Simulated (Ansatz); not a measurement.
Computed properties of Al$_{3}$GaN$_{4}$

Al$_{3}$GaN$_{4}$:
```
CELL_PARAMETERS angstrom
      3.15081     0.00000     0.00000
     -1.57541     2.72868     0.00000
      0.00000     0.00000    10.16240
ATOMIC_POSITIONS crystal
  Ga 0.33333 0.66667 0.00563
  N  0.33333 0.66667 0.20119
  Al 0.66667 0.33333 0.25844
  N  0.66667 0.33333 0.44658
  Al 0.33333 0.66667 0.50488
  N  0.33333 0.66667 0.69290
  Al 0.66667 0.33333 0.75093
  N  0.66667 0.33333 0.93900
```

Space group P3m1 (No. 156); conventional cell a = b = 3.151 Å, c = 10.162 Å, α = β = 90.00°, γ = 120.00°.

Method: plane-wave PAW PBE (Ansatz code). The cell and atoms are relaxed at this level. Other levels are named where they apply.

**Cell and energy**

```
Quantity                                                      Result
-----------------------------------------------------  -------------
Volume per atom                                             10.92 Å³
Density                                                   3.93 g/cm³
Formation energy from the elements (no fitted shifts)  -1.12 eV/atom
```

**Electronic structure**

```
Item                                                            Value
------------------------------------------------  -------------------
Band gap                                             3.17 eV (direct)
Valence-band maximum                                             at Γ
Conduction-band minimum                                          at Γ
Electron effective mass                           0.26 mₑ (isotropic)
Electron effective mass with spin–orbit coupling  0.26 mₑ (isotropic)
Hole effective mass, band 2 of 2 at the edge        0.27 along x (mₑ)
Gap with spin–orbit coupling                                  3.16 eV
```

**Mechanics**

```
Item                                 Result
----------------------------------  -------
Bulk modulus (Birch–Murnaghan fit)  188 GPa
Pressure derivative B′                  4.0
```

The start of the workflow was typed in or built on a structure type; neither database checked (COD, Materials Project) lists it. Whether it is the stable phase at ambient conditions was not checked. Symmetry was held in the PBE relaxation; whether a distortion lowers the energy is not shown. The references are the lowest solids computed at this level, not always the standard phases (solids in place of the gases). Scalar-relativistic: spin–orbit coupling is off unless named, which matters more the heavier the elements.

Potentials: the earlier of the program's two PAW sets.
